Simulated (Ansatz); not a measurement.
Relaxed PtSe₂ (CdI2 type):

```xyz
3
Lattice="3.7724 0.0000 0.0000 -1.8862 3.2670 0.0000 0.0000 0.0000 4.8183" Properties=species:S:1:pos:R:3 pbc="T T T"
Pt     0.0000     0.0000     0.0000
Se     1.8862     1.0890     1.2796
Se     0.0000     2.1780     3.5388
```

In each cell atom 1 (Pt, nearest neighbour Se at 2.526 Å; its periodic images, 3.8 Å or more away, move with it) moves by s·(0.577, 0.577, 0.577) (along Cartesian [111]), the rest being held.

Method: PBE-D3(BJ) (plane waves to 420 eV, PAW, scalar-relativistic; Ansatz, a first-principles code). k mesh 11×11×8 (Γ-centred), Fermi-Dirac smearing 0.05 eV. The energy includes the smearing's −TS. Left out: 2 of 11 points, with atoms too close for the PAW data. With partly filled bands, energies and forces of such displacements shift with the k mesh and the smearing. PtSe2 is run without spin polarisation. PtSe2 was relaxed with its symmetry unable to fall. Spin-orbit coupling is left out, though Pt is heavy. ΔE is measured from the undisplaced structure. The last digit holds for this mesh only.

```csv
s (Å),ΔE (meV/cell)
-0.608,3521.2
-0.456,1752.0
-0.304,720.7
-0.152,withheld
0.000,0.0
0.152,withheld
0.304,720.7
0.456,1752.0
0.608,3521.2
```

Task: Fit an even polynomial form (powers 2, 4, 6) to the given rows and predict ΔE at s = -0.152.

Result: Least squares on the 7 given rows: ΔE = (7392)·s² + (3945)·s⁴ + (4942)·s⁶, in meV/cell with s in Å; root-mean-square residual 0.06 meV/cell. At -0.152 the fit gives 173.0 meV/cell; the calculation gives 171.5 meV/cell, so the interpolation is off by 1.5 (+0.9 %). The quadratic term alone would give 170.8 meV/cell.

(For displaced atoms, the force is minus the slope of the energy, and its curvature is a force constant, which sets phonon frequencies.)
